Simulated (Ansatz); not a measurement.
Sheets of one type (M2XT2 MXene (fcc sites)-type), plane-wave PAW PBE (Ansatz code); HSE06 gaps on those cells.

```json
[
 {"layer": "V2NTe2", "a (Å)": "3.259", "thickness (Å)": "5.87"},
 {"layer": "Ta2NS2", "a (Å)": "3.314", "thickness (Å)": "5.45"},
 {"layer": "Ta2NTe2", "a (Å)": "…", "thickness (Å)": "…"},
 {"layer": "Ti2NTe2", "a (Å)": "3.313", "thickness (Å)": "6.20"}
]
```

**Question.** Fill in the missing entries.

**Answer.** 
- Ta2NTe2, a (Å): 3.452
- Ta2NTe2, thickness (Å): 6.14

Began spin-polarised and lost the moments: V2NTe2, M2XT2 MXene (fcc sites)-type layer; Ta2NS2, M2XT2 MXene (fcc sites)-type layer; Ta2NTe2, M2XT2 MXene (fcc sites)-type layer; Ti2NTe2, M2XT2 MXene (fcc sites)-type layer. All cells were relaxed under the symmetry of their starts (and spin orders); stability against distortions was not tested throughout. Scalar-relativistic: spin–orbit coupling is off unless named, which matters more the heavier the elements. Constructed layers (a layer type filled with these elements): V2NTe2, M2XT2 MXene (fcc sites)-type layer; Ta2NS2, M2XT2 MXene (fcc sites)-type layer; Ta2NTe2, M2XT2 MXene (fcc sites)-type layer; Ti2NTe2, M2XT2 MXene (fcc sites)-type layer.

Potentials: the later of the program's two PAW sets.
